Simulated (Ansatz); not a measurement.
Data:

SiC:
```xyz
2
Lattice="0.0000 2.1783 2.1783 2.1783 0.0000 2.1783 2.1783 2.1783 0.0000" Properties=species:S:1:pos:R:3 pbc="T T T"
Si     3.2675     3.2675     3.2675
C      0.0000     0.0000     0.0000
```

This is the r²SCAN-relaxed structure.

Question: All from DFT-r²SCAN in the program Ansatz with PAW potentials, unless another level is named. Predict the static dielectric constant ε0 (ions relaxed, cell fixed).

Answer: 9.80.

Question: Give the Born charges (a third of the trace).

Answer: Si +2.72, C -2.72 e.

Question: Next, the electronic dielectric constant ε∞ (DFPT)?

Answer: 6.52.

Question: And the largest static χ(2) component?

Answer: 19 pm/V.

Space group F-43m (zinc blende). Symmetry was held in the r²SCAN relaxation; phonons on a q-mesh show no instability.

Potentials: the earlier of the program's two PAW sets.
